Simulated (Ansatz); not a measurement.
PbF$_{2}$:
```xyz
3
Lattice="0.0000 2.9727 2.9727 2.9727 0.0000 2.9727 2.9727 2.9727 0.0000" Properties=species:S:1:pos:R:3 pbc="T T T"
Pb     0.0000     0.0000     0.0000
F      1.4864     1.4864     1.4864
F      4.4591     4.4591     4.4591
```

Relaxed with r²SCAN+D4.

### Question
Map the electron localisation function on the plane through (0.000, 0.000, 0.000) spanned by u = [1, 0, 0] and v = [-1, 1, 1] in lattice vectors, from r²SCAN+D4 (plane waves, PAW; program Ansatz).

### Answer
x is the fraction of u, y of v (the angle between them is 90°; rows are the nearest grid lines); atoms in the plane: Pb at (0.00, 0.00), F at (0.50, 0.25), F at (0.50, 0.75).
```
|0003553100000013553000|
|0003553100000013553000|
|3345521136776311255433|
|5555311379999731135555|
|5553112799999972113555|
|3320026998668996200233|
|1100037998668997300011|
|0000137999889997310000|
|0000136899999986310000|
|0000012457777542100000|
|0000000123333210000000|
|0000000000000000000000|
|0000000000000000000000|
|0000000123333210000000|
|0000012457777542100000|
|0000136899999986310000|
|0000137999889997310000|
|1100037998668997300011|
|3320026998668996200233|
|5553112799999972113555|
|5555311379999731135555|
|3345521136776311255433|
|0003553100000013553000|
|0003553100000013553000|
```
Scale: ten equal steps from -0.002 (start of '0') to 0.813 (end of '9'), in the order '0123456789'; x runs from 0.000 to 1.00, y from 0.000 (bottom) to 1.00 (top).

The density is the valence pseudo-density with augmentation charge, so density and ELF within about 1 Å of a nucleus are not all-electron values.

Space group Fm-3m (fluorite). The r²SCAN+D4 relaxation kept the symmetry of its start; phonons on a q-mesh show no instability. Scalar-relativistic: spin–orbit coupling is off unless named, which matters more the heavier the elements.

Potentials: the later of the program's two PAW sets.
